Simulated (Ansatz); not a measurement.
The cell is COD entry 9011962, as deposited and not checked against the literature; nothing was relaxed. The listed cell was then made from it by scaling, straining or moving an atom.

Bi2Te3: DFT, PBEsol, all-electron PAW with datasets made for the crystal, scalar-relativistic (Ansatz 0.2.0). What sets it apart from a plain run of this crystal: volume scaled by 0.98.

Command: `ansatz run input.yaml --threads 2 --pin off --max-ram 8192MiB --backend cpu --events-out ev --progress --plain --runs-dir out` The run took 8.6 s on 2 threads of Intel(R) Xeon(R) 6975P-C (Granite Rapids), on a shared host, peak memory 0.94 GiB.

```yaml
crystal:
  lattice:
    - [2.1782819904, 1.2576316935, 10.0974419711]
    - [-2.1782819904, 1.2576316935, 10.0974419711]
    - [0.0, -2.515263387, 10.0974419711]
  atoms:
    - { symbol: Bi, position: [0.4, 0.4, 0.4] }
    - { symbol: Bi, position: [0.6, 0.6, 0.6] }
    - { symbol: Te, position: [0.0, 0.0, 0.0] }
    - { symbol: Te, position: [0.2095, 0.2095, 0.2095] }
    - { symbol: Te, position: [0.7905, 0.7905, 0.7905] }
kpoints:
  mp_grid: { grid: [7, 7, 7] }
scf:
  occupations: { method: fermi_dirac, width: 0.08 }
hamiltonian:
  xc: pbesol
  pseudopotentials: { kind: all_electron, datasets: crystal }
output:
  forces: true
  stress: true
  eigenvalues: true
  efg: { contact_densities: true }
```

Output (standing set-up lines are left out):

```
basis.fft_grid_basis auto: the FFT boxes are laid along the combinations [[1, 0, -1], [0, 1, -1], [0, 0, 1]] of the cell's own vectors, 4.357, 4.357 and 10.406 Å long. The dense box has 24×24×54 points. Along the cell's own vectors, as sized, it would have 54×54×54, 5.06 times as many. Of the 12 symmetry operations that the crystal satisfies within crystal.symmetry.tolerance (time reversal apart; of a slab, those that keep its plane) the dense box along the cell's own vectors carries 12, and the one as laid loses 8 of those. basis.fft_grid_basis: typed keeps the cell's own vectors: state it where this run's energies or levels are differenced outside the engine with another run's, or held beside a run that keeps those vectors.
Crystal: 5 atoms, lattice volume = 165.970 Å³
Basis set: ecut = 240 eV, 1411 PW (Γ), FFT grids on a1−a3, a2−a3, a3, exchange–correlation on 48×48×108 points (8 copies of the dense FFT grid, shifted against one another)
iter 1 solved again at ethr=2.17e-3 eV; its pass at ethr=1.00e-1 eV (dr2=1.04e0 eV) is discarded
SCF iter   1: F=—  HF=-1725522.153286 eV  |F-HF|=—  |Δ(HF+E_count)|=         —  Δρ=1.77e-2  dr2=1.13e0  ethr=2.17e-3  ⟨swp⟩=4.7  Hψ=7146  notcnv=0
preconditioner: auto → Resta (q_TF=auto, 2.219 Å⁻¹)  ε∞=4.9  [insulator: Δε(μ)=0.404 eV  Ē_g=7.761 eV  σ=0.080 eV  W_gap=0.85  n_scr=36 (ndim 8)  ℏωp=15.3 eV  f_vac=0.000  D(μ)=0.02/eV (n_scr^D=0)  ε∞_Penn≈4.9]
SCF iter   2: F=—  HF=-1725521.917208 eV  |F-HF|=—  |Δ(HF+E_count)|=   2.36e-1  Δρ=8.20e-3  dr2=1.69e-1  ethr=2.17e-3  ⟨swp⟩=3.3  Hψ=2890  notcnv=0  defer=3
SCF iter   3: F=—  HF=-1725521.881191 eV  |F-HF|=—  |Δ(HF+E_count)|=   3.60e-2  Δρ=3.46e-3  dr2=4.10e-2  ethr=3.53e-4  ⟨swp⟩=3.4  Hψ=3387  notcnv=0  defer=5
SCF iter   4: F=—  HF=-1725521.875385 eV  |F-HF|=—  |Δ(HF+E_count)|=   5.81e-3  Δρ=1.26e-3  dr2=4.39e-3  ethr=8.53e-5  ⟨swp⟩=3.1  Hψ=2499  notcnv=0  defer=3
iter 5 solved again at ethr=4.59e-7 eV; its pass at ethr=9.16e-6 eV (dr2=2.20e-4 eV) is discarded
SCF iter   5: F=—  HF=-1725521.879507 eV  |F-HF|=—  |Δ(HF+E_count)|=   4.12e-3  Δρ=2.90e-4  dr2=1.82e-4  ethr=4.59e-7  ⟨swp⟩=3.4  Hψ=5535  notcnv=0  defer=2
eigensolver tolerance schedule: the retry pair's looser diagonalisation over-reported the residual by 0.21 of it (diagonalisation noise at 0.22 of the residual, at the tolerance the schedule requests for it); recorded, not acted on — ethr = c·dr2/N_el stays at c = 1.0e-1
SCF iter   6: F=—  HF=-1725521.879543 eV  |F-HF|=—  |Δ(HF+E_count)|=   3.58e-5  Δρ=9.76e-5  dr2=1.81e-5  ethr=3.79e-7  ⟨swp⟩=3.1  Hψ=2448  notcnv=0  defer=3
SCF iter   7: F=—  HF=-1725521.879557 eV  |F-HF|=—  |Δ(HF+E_count)|=   1.38e-5  Δρ=2.68e-5  dr2=1.75e-6  ethr=3.77e-8  ⟨swp⟩=3.1  Hψ=2664  notcnv=0  defer=2
SCF iter   8: F=—  HF=-1725521.879558 eV  |F-HF|=—  |Δ(HF+E_count)|=   5.17e-7  Δρ=9.92e-6  dr2=2.66e-7  ethr=3.64e-9  ⟨swp⟩=3.1  Hψ=2763  notcnv=0  defer=3
SCF iter   9: F=-1725521.879558 eV  HF=-1725521.879558 eV  |F-HF|=6.75e-9  |Δ(HF+E_count)|=   1.41e-7  Δρ=2.46e-6  dr2=1.94e-8  ethr=5.55e-10  ⟨swp⟩=3.1  Hψ=2796  notcnv=0  defer=2
SCF 1 converged in 9 iterations: F = -1725521.879559 eV  dr2 = 1.94e-8
  Residual-converged pass: ⟨swp⟩=3.7  Hψ=3289  notcnv=0  max |occ|·‖R‖ = 6.6e-6 eV (tolerance 6.7e-6 eV)  dr2=1.97e-8  dr2_onsite=5.96e-9  max |Δocc| = 1.3e-7
  greatest PAW one-centre occupation: 0.986 electrons in one spin orbital (limit 2), on the Bi atom at site 1 (counted from 0), in its partial waves of l = 2
SCF converged after 9 iterations
Free energy (F): -1725521.879559 eV
Harris-Foulkes:  -1725521.879559 eV  (|F-HF|=6.75e-9)
Internal energy: -1725521.877930 eV  (E = F + TS)
E sigma→0 (E₀):  -1725521.878744 eV
Entropy (-TS):   -0.001629 eV (-0.326 meV/atom)
Past the cutoff: the bands carry plane waves up to 1.75 times it, of which those up to 1.5 times it add -0.000281 eV an atom, each by itself; the spheres take 0.000509 eV an atom off the energy for waves past 1.75 times it
By the cutoff:   a pressure is off by up to 0.007 GPa (1.2 times the spheres' own share and the shells' term, over an atom's volume, and 0.004 GPa: a bound that held against runs at twice the plane waves)
Past the cutoffs: a stress includes 0.0014 GPa for waves and charges beyond them, in addition to the slope of what the spheres take
In the spheres:  the bands' charges fall short by 1.2e-6 e at most (sound up to 1e-3), those of shells solved beside the bands by 3.6e-7 e (sound up to 5e-4)
Fermi energy:    12.395016 eV
--- Per-component energies (eV) ---
  The terms above E_closure are by the made datasets' own strengths, without shells solved beside the bands.
--- Forces (eV/Å), atoms counted from 1 ---
  atom   1  Bi     0.00000000     0.00000000    -0.00586929
  atom   2  Bi     0.00000000    -0.00000000     0.00586929
  atom   3  Te     0.00000000     0.00000000    -0.00000000
  atom   4  Te     0.00000000     0.00000000    -0.01382355
  atom   5  Te     0.00000000    -0.00000000     0.01382355
  max |Σ_I F_I| component: 1.73e-18 eV/Å
--- Stress (GPa, compression-positive) ---
        0.572198       0.000000       0.000000
        0.000000       0.572198      -0.000000
       -0.000000      -0.000000       0.333265
  P = ⅓ Tr σ = 0.4926 GPa (4.926 kbar)
  It holds what live shells' own plane waves past their cutoff add
--- PAW observables at the nuclei: V_zz in 10²¹ V/m², potentials from the cell's mean, atoms counted from 1 ---
  atom   1  Bi V_zz =    +2.323029   η = 0.0000   by run symmetry: allowed
            electrostatic potential = -17826.026365 V   contact ρ = 17871291.098752 e/Å³
  atom   2  Bi V_zz =    +2.323029   η = 0.0000   by run symmetry: allowed
            electrostatic potential = -17826.026365 V   contact ρ = 17871291.098752 e/Å³
  atom   3  Te V_zz =    +9.753153   η = 0.0000   by run symmetry: allowed
            electrostatic potential = -8647.270316 V   contact ρ = 1466490.572244 e/Å³
  atom   4  Te V_zz =    +1.052885   η = 0.0000   by run symmetry: allowed
            electrostatic potential = -8647.090885 V   contact ρ = 1466507.347872 e/Å³
  atom   5  Te V_zz =    +1.052885   η = 0.0000   by run symmetry: allowed
            electrostatic potential = -8647.090885 V   contact ρ = 1466507.347872 e/Å³
--- Band table (eV; the first three rows and the last of 44) ---
  k-point 0: bands = ["-10.8966", "-10.8966", "-10.8946", "-10.8946", "-10.8841", "-10.8827", "-10.8803", "-10.8803", "-10.8787", "-10.8787", "-1.2479", "-0.4938", "0.7180", "3.3151", "3.7894", "9.8844", "10.1360", "10.4782", "10.4782", "10.5111", "10.5111", "11.3702", "11.3702", "12.2715", "12.4974", "12.8782", "12.8782", "14.2050"]
  k-point 1: bands = ["-10.8988", "-10.8964", "-10.8947", "-10.8927", "-10.8830", "-10.8817", "-10.8807", "-10.8798", "-10.8793", "-10.8780", "-1.0641", "-0.3381", "0.8501", "3.1492", "3.6377", "9.0247", "9.1445", "9.8627", "9.8631", "10.5679", "10.8865", "11.1127", "11.2592", "11.5992", "13.4952", "13.5687", "13.6502", "14.1674"]
  k-point 2: bands = ["-10.9041", "-10.9013", "-10.8920", "-10.8895", "-10.8846", "-10.8823", "-10.8779", "-10.8769", "-10.8759", "-10.8755", "-0.5269", "0.0839", "1.1983", "2.5304", "3.1943", "7.8631", "8.5045", "8.8139", "9.3256", "9.7947", "9.9290", "11.1861", "11.2806", "11.5991", "13.2042", "13.6244", "13.8080", "14.9076"]
  k-point 43: bands = ["-10.8987", "-10.8965", "-10.8947", "-10.8927", "-10.8829", "-10.8817", "-10.8807", "-10.8798", "-10.8793", "-10.8780", "-0.9185", "-0.6468", "1.3242", "2.4057", "4.0995", "8.8873", "9.4164", "9.9755", "10.0185", "10.1984", "10.4045", "11.1367", "11.4796", "12.0446", "12.8487", "13.1868", "13.8372", "14.4925"]
```
